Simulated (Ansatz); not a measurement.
YNi2B2C: pressure against volume

YNi2B2C, I4/mmm, a = 3.518 Å, c = 10.414 Å. The structure is a Materials Project entry; whether it is the stable form wasn't checked. Ansatz: r2SCAN, PAW, 500 eV, Γ-centred 14×14×14 mesh on 6 atoms, Gaussian smearing 0.10 eV; no spin polarisation. Shape and atoms are relaxed at each volume; pressure is positive in compression.

```
V (Å³/atom) P (GPa)
     10.095        ?
     10.417     6.30
     10.739    -0.01
     11.062    -5.39
     11.384    -9.97
```

Problem. Take V0 = 10.739 Å³/atom, count pressures from its P0 = -0.01 GPa, fit the third-order Birch–Murnaghan form to the other rows, and predict the missing pressure.

Solution. With the Eulerian strain f = ½[(V0/V)^(2/3) − 1] and y = (P − P0)/[3f(1 + 2f)^(5/2)], the form is the line y = B0 + 1.5 B0 (B0′ − 4) f. Rows (f, y): 0.01025, 195.1; -0.00978, 192.7; -0.01907, 191.9. Means f = -0.006200, y = 193.23; Σ(Δf)² = 0.0004491, ΣΔfΔy = 0.04978; the slope is their ratio. y = 193.9 + 110.8 f GPa, so B0 = 193.9 GPa and B0′ = 4 + 2 × (110.8)/(3 × 193.9) = 4.38. At V = 10.095, f = 0.02104, y = 196.23 and P = 13.72 GPa. The run gave 13.66 GPa, so the fit is 0.06 GPa too high, a small miss on the scale of the series. The form still works here, 33 % of the fitted range beyond its end.

Cost: 5 runs of about 36 core-minutes in all, on Arm Neoverse V1 (shared hosts).